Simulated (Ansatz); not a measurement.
BAs:
```
CELL_PARAMETERS angstrom
      0.00000     2.40456     2.40456
      2.40456     0.00000     2.40456
      2.40456     2.40456     0.00000
ATOMIC_POSITIONS crystal
  As 0.75000 0.75000 0.75000
  B  0.00000 0.00000 0.00000
```

Relaxed with PBE. Special points in fractions of this cell's reciprocal vectors: Γ (0.000, 0.000, 0.000); X (0.500, 0.000, 0.500); U (0.625, 0.250, 0.625); K (0.375, 0.375, 0.750); L (0.500, 0.500, 0.500); W (0.500, 0.250, 0.750).

Q: List the band energies nearest the valence-band maximum at these points for DFT-PBE with spin–orbit coupling in the program Ansatz with PAW potentials.

A: In eV from the valence-band maximum; about four levels below and three above (degenerate sets whole), none deeper than 8.9 eV; points with the same levels are listed once.

| k | below | above |
|---|---|---|
| Γ | 0.00 0.00 0.00 0.00 | 3.05 3.05 3.26 3.26 3.26 3.26 |
| X | -4.12 -4.12 -3.99 -3.99 | 1.40 1.40 1.40 1.40 |
| U | -5.93 -5.83 -3.48 -3.47 | 1.99 2.00 5.41 |
| L | -1.93 -1.93 -1.78 -1.78 | 2.51 2.51 4.66 4.66 |
| W | -5.50 -5.36 -5.14 -5.12 | 5.19 5.20 5.77 5.77 |

Space group F-43m (zinc blende). Symmetry was held in the PBE relaxation; phonons on a q-mesh show no instability.

Potentials: the later of the program's two PAW sets.
